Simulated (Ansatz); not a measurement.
Cu₃N (ReO3 type, space group Pm-3m)

```
CELL_PARAMETERS angstrom
      3.82697     0.00000     0.00000
      0.00000     3.82697     0.00000
      0.00000     0.00000     3.82697
ATOMIC_POSITIONS crystal
  N  0.00000 0.00000 0.00000
  Cu 0.50000 0.00000 0.00000
  Cu 0.00000 0.00000 0.50000
  Cu 0.00000 0.50000 0.00000
```

The slice is a {110} plane (indices of the conventional cell) through the point (0.000, 0.500, 0.000) (fractional), spanned by u = [100] and v = [011] in vectors of this cell: u (3.83 Å) and v (5.41 Å, at 90° to u). It covers one period; positions are fractions (u, v).

The numbers are results of PBE (plane waves to 420 eV, PAW, scalar-relativistic; Ansatz, a program for electronic structure), not measurements. k mesh 9×9×9. Near the nuclei the fields are pseudised (PAW); where an atom keeps semicore shells as valence, they peak there. Cu3N is run without spin polarisation. Cu3N was relaxed with its symmetry unable to fall.

Problem. Predict the map of the electron localisation function (ELF) on the slice.

Solution. 
```
|xx#-::. .::-#x|
|@#-.........-#|
|..  .......  .|
|   .  ...  .  |
|:::.  ...  .::|
|   .  ...  .  |
|..  .......  .|
|@#-.........-#|
|xx#-::. .::-#x|
|xx@-::. .::-@x|
|xx#-::. .::-#x|
|@#-.........-#|
|..  .......  .|
|   .  ...  .  |
|:::.  ...  .::|
|   .  ...  .  |
|..  .......  .|
|@#-.........-#|
|xx#-::. .::-#x|
|xx@-::. .::-@x|
```
Scale: ten equal steps from 0.14 (start of ' ') to 0.32 (end of '@'), in the order ' .:-=+*#%@'. Values: electron localisation function (ELF). The map has 14 points along u (one character each, u = 0 at the left) and 20 along v (v = 0 in the bottom row). Points within 0.4 Å of a nucleus are blanked (x), as the pseudised field means little there.
